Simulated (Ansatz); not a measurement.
## Property card for Nb3Ag

Level of theory: DFT PBE, scalar-relativistic, plane waves, PAW in Ansatz 0.2.0.

Settings: cutoff 420 eV, Γ-centred mesh 12×12×12 on the computed 4-atom cell, Gaussian smearing of 0.10 eV; no spin polarisation.

The structure is relaxed at this level of theory with its symmetry kept, and needn't be the ground state of this composition.

```
CELL_PARAMETERS angstrom
0.00000 3.30587 3.30587
3.30587 0.00000 3.30587
3.30587 3.30587 0.00000
ATOMIC_POSITIONS crystal
Nb 0.75000 0.75000 0.75000
Nb 0.50000 0.50000 0.50000
Nb 0.25000 0.25000 0.25000
Ag 0.00000 0.00000 0.00000
```

```json
{
  "Space group": "Fm-3m (No. 225)",
  "Volume per atom": "18.06 Å³",
  "Formation energy from the elements' standard states (uncorrected)": "+0.276 eV/atom",
  "Kohn–Sham band gap": "none (metal)",
  "Density of states at the Fermi level": "3.6 states/eV per cell",
  "Orbital (Löwdin) character within 0.5 eV of the Fermi level": "Nb 4d 82 %, unprojected 6 %",
  "Bader charge by site (e)": "Nb (2 in the cell) 0.50, Nb (1 in the cell) -0.15, Ag (1 in the cell) -0.85"
}
```

The cell was found from a structure generator's guess, not taken from experiment. Löwdin shares on free-atom orbitals overweight diffuse shells.
